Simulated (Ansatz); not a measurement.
**TiSb: all-electron results**

```xyz
4
Lattice="3.9897 0.0000 0.0000 -1.9949 3.4552 0.0000 0.0000 0.0000 6.1837" Properties=species:S:1:pos:R:3 pbc="T T T"
Ti    0.0000    0.0000    0.0000
Ti    0.0000    0.0000    3.0919
Sb    0.0000    2.3035    1.5459
Sb    1.9949    1.1517    4.6378
```

Atoms are numbered in the order listed.

The cell was built from the NiAs type and relaxed in the same program, and has space group P6_3/mmc; it needn't be a known or the stable phase.

Spin–orbit coupling is left out, though it moves levels of the heavy atoms by tenths of an eV or more.

Methods: DFT, PBEsol, all-electron LAPW, scalar-relativistic (Ansatz 0.2.0); DFT, PBEsol, PAW with Ansatz's default frozen-core files, scalar-relativistic (Ansatz 0.2.0).

For LAPW: a Γ-centred 12×12×7 k mesh, Fermi–Dirac smearing of 0.05 eV, basis error target 1 meV/atom, no spin polarisation. PAW takes a cutoff of 420 eV at this cell (files made with PBE, cores remade for this functional). The Ansatz runs share mesh, smearing and spin set-up. Values come from LAPW unless marked.

```yaml
Pressure_at_this_cell: 0.01 GPa
Volume_per_atom: 21.31 Å³
```

Q: Band gap: what does the calculation give?

A: None at this level of theory (metallic, semimetallic, or a small gap that the functional closes).

Q: Bader charges (from the PAW run): what does the calculation give?

A: Ti1 +1.11, Sb3 -1.11 e.

Q: Density of states at the Fermi level (0.2 eV bin): what does the calculation give?

A: 3.47 states/eV per cell.

Q: Give the computed value. Löwdin charges (with 0.23 e of the cell spilling out of the atomic basis, so their sizes and signs hang on that basis).

A: Ti1 0.49, Sb3 -0.37 e.
